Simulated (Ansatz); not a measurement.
## Calculated 93Nb nuclear quadrupole resonance for Nb3Sn

Cell: an entry of the Crystallography Open Database (COD), whose atoms a relaxation with PBE at fixed cell left in place.

```cif
data_Nb3Sn
_symmetry_space_group_name_H-M 'Pm-3n'
_symmetry_Int_Tables_number 223
_cell_length_a 5.2821
_cell_length_b 5.2821
_cell_length_c 5.2821
_cell_angle_alpha 90.000
_cell_angle_beta 90.000
_cell_angle_gamma 90.000
loop_
_atom_site_label
_atom_site_type_symbol
_atom_site_symmetry_multiplicity
_atom_site_Wyckoff_symbol
_atom_site_fract_x
_atom_site_fract_y
_atom_site_fract_z
Nb Nb 6 c 0.2500 0.0000 0.5000
Sn Sn 2 a 0.0000 0.0000 0.0000
```

One atom of each set is listed.

The numbers come from a DFT calculation in Ansatz (PBE, plane waves and PAW, scalar-relativistic, 420 eV cutoff, Γ-centred 6×6×6 k-points, Fermi–Dirac smearing 0.05 eV).

93Nb: I = 9/2, Q = -320.0 mb (year-2017 value). Static lattice, zero field.

(1) Predict the zero-field 93Nb lines of each site.

## Answers

(1) For I = 9/2 and η = 0 the lines are |C_Q|/24 times 1, 2, 3 and 4; η shifts the lowest up most.

```tsv
site	atoms	V_zz (10²¹ V/m²)	C_Q (MHz)	η	line frequencies (MHz)
Nb	6	5.91	-45.7	0.00	1.90, 3.81, 5.71, 7.62
```

An axis of threefold or higher order runs through Nb, so V_zz lies along it and η is zero.

With no gap above 0.1 eV, as in a metal, the gradients converge slowly in k; expect changes of a tenth or more on a denser mesh. Without spin–orbit coupling (the program notes it for Nb and Sn) the gradients can shift somewhat, as the gap is small.
